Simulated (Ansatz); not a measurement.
**Mo: energy along a strain**

Mo, Im-3m, a = 3.142 Å (as given, not relaxed at this level: 2.3 GPa). Ansatz: r2SCAN, PAW, 500 eV, Γ-centred 22×22×22 mesh on 1 atom, Gaussian smearing 0.15 eV; no spin polarisation. Cell vectors (Å): -1.571 1.571 1.571; 1.571 -1.571 1.571; 1.571 1.571 -1.571. The cell is strained by x per cent times the pattern (1 0 0 0 0 0) in the order xx yy zz yz xz xy (engineering shears), with fractional coordinates held. y is the free energy over the start, V0 = 15.509 Å³/atom.

```tsv
x (%)	y (meV/atom)
-6.00	?
-4.50	64.19
-3.00	30.06
-1.50	9.03
0.00	0.00
1.50	1.89
3.00	13.76
4.50	34.70
5.25	48.28
6.00	63.77
```

Task: Fit y = c1 x + c2 x² + c3 x³ to the other rows, get the stiffness along the pattern, and predict the missing energy.

Result: Least squares on the rows shown. y = −2.2904 x + 2.4414 x² − 0.048225 x³. The clamped-ion stiffness p·C·p = 2 × 24.41 eV × 160.2 / 15.509 Å³ = 504 GPa, which is C11 in these axes (second derivative at the start, which stands under stress). At x = -6.00 the fit asked for gives 112.05 meV/atom. The run gave 112.52 meV/atom, so the fit is 0.47 meV/atom too low, 0.42 % of the span of the series, against an rms of 0.05 meV/atom on the fitted rows. The row lies outside the fitted range. With a term in x⁴ added, a fit to the same known rows predicts 112.56 meV/atom, so most of the miss is curvature that the known rows already hold.